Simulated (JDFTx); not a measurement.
| Property | Result |
|---|---|
| surface | TiAl(100), Ti outermost, slab composition Ti3Al2 |
| bulk | TiAl, P4/mmm, lattice of mp-1953 (not re-optimised) |
| slab | 5 atoms in 5 planes, 1x1, 5.4 Å between the outermost planes |
| in-plane cell | 2.811 × 4.066 Å, 11.43 Å² |
| cell height | 21.6 Å |
| sampling | 8×6×1 k mesh, Fermi smearing 0.01 Ha, no spin polarisation |

Whether this polymorph is the ambient one wasn't checked. Neither spin polarisation nor a larger cell was tried.

Computed with a modified build of JDFTx: PBE, GBRV ultrasoft potentials, plane waves to 20/100 Ha. Liquid: SCCS (g09 parameters), water, 1 M NaF. The neutral cell holds 42 valence electrons and has two faces of 11.430 Å² each. Last filling lines of the neutral and of a charged run (μ in hartree, zero in the bulk liquid):

```
FillingsUpdate:  mu: -0.123287173  nElectrons: 42.000000
FillingsUpdate:  mu: -0.115393000  nElectrons: 42.078650
```

A calculation by hand: both potentials, by the convention U = −μ/e − 4.44 V vs SHE, the surface charge density and the mean capacitance.

U_pzc = 0.12329 × 27.2114 − 4.44 = -1.09 V; U = 0.11539 × 27.2114 − 4.44 = -1.30 V. The cell has 0.0787 excess electrons, a net charge of -0.0787 e, shared by two faces: σ = -0.0787 e / (2 × 11.430 Å²) = -0.00344 e/Å² = -5.5 μC/cm² (1 e/Å² = 1602.18 μC/cm²). C = σ/(U − U_pzc) = -5.5/-0.21 ≈ 26 μF/cm².
